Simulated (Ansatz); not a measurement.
# Scan of one atom of the cell for TiB2 (AlB2 type, space group P6/mmm)

Starting cell, TiB$_{2}$ (AlB2 type, space group P6/mmm):

```yaml
crystal:
  lattice:
    - [3.03199, 0.00000, 0.00000]
    - [-1.51599, 2.62578, 0.00000]
    - [0.00000, 0.00000, 3.22437]
  atoms:
    - { symbol: Ti, position: [0.00000, 0.00000, 0.00000] }
    - { symbol: B, position: [0.33333, 0.66667, 0.50000] }
    - { symbol: B, position: [0.66667, 0.33333, 0.50000] }
```

In each cell atom 1 (Ti, nearest neighbour B at 2.380 Å; its periodic images, 3.0 Å or more away, move with it) moves by s·(1.000, 0.000, 0.000) (along Cartesian x), the rest being held.

Method: PBE (plane waves to 420 eV, PAW, scalar-relativistic; Ansatz, a quantum-chemistry and plane-wave program). k mesh 14×14×12 (Γ-centred), Fermi-Dirac smearing 0.05 eV. E stands for the smeared free energy. Compression counts positive. With partly filled bands, energies and forces of such displacements shift with the k mesh and the smearing. F∥ is the force on the atom along that direction. TiB2 is run without spin polarisation. TiB2 was relaxed with its symmetry unable to fall. The zero of ΔE is the undisplaced structure.

```json
[
 {"s (Å)": "-0.480", "ΔE (meV/cell)": "1552", "P (GPa)": "19.7", "F∥ (eV/Å)": "5.952"},
 {"s (Å)": "-0.384", "ΔE (meV/cell)": "1020", "P (GPa)": "13.0", "F∥ (eV/Å)": "5.105"},
 {"s (Å)": "-0.288", "ΔE (meV/cell)": "582", "P (GPa)": "7.5", "F∥ (eV/Å)": "3.986"},
 {"s (Å)": "-0.192", "ΔE (meV/cell)": "260", "P (GPa)": "3.4", "F∥ (eV/Å)": "2.693"},
 {"s (Å)": "-0.096", "ΔE (meV/cell)": "66", "P (GPa)": "0.9", "F∥ (eV/Å)": "1.359"},
 {"s (Å)": "0.000", "ΔE (meV/cell)": "0", "P (GPa)": "0.0", "F∥ (eV/Å)": "0.000"},
 {"s (Å)": "0.096", "ΔE (meV/cell)": "66", "P (GPa)": "0.9", "F∥ (eV/Å)": "-1.359"},
 {"s (Å)": "0.192", "ΔE (meV/cell)": "260", "P (GPa)": "3.4", "F∥ (eV/Å)": "-2.693"},
 {"s (Å)": "0.288", "ΔE (meV/cell)": "582", "P (GPa)": "7.5", "F∥ (eV/Å)": "-3.986"},
 {"s (Å)": "0.384", "ΔE (meV/cell)": "1020", "P (GPa)": "13.0", "F∥ (eV/Å)": "-5.105"},
 {"s (Å)": "0.480", "ΔE (meV/cell)": "1552", "P (GPa)": "19.7", "F∥ (eV/Å)": "-5.952"}
]
```

Read from the data:

| Item | Value |
|---|---|
| Energy at s = 0.480 Å | 1552 meV/cell |
| Force along the line at s = -0.480 Å | 5.95 eV/Å |
| Symmetry of the curve | even: the same for both signs |
| Shape of the curve | a single well with its minimum at or next to zero displacement |
| Force constant k = d²E/ds² at s = 0 (finite differences) | 14.2 eV/Å² |
| Harmonic estimate at the end of the scan | ½ks² = 1635 meV/cell against the computed 1552 meV/cell, so the well is softer than harmonic there |

(For displaced atoms, the force is minus the slope of the energy, and its curvature is a force constant, which sets phonon frequencies.)
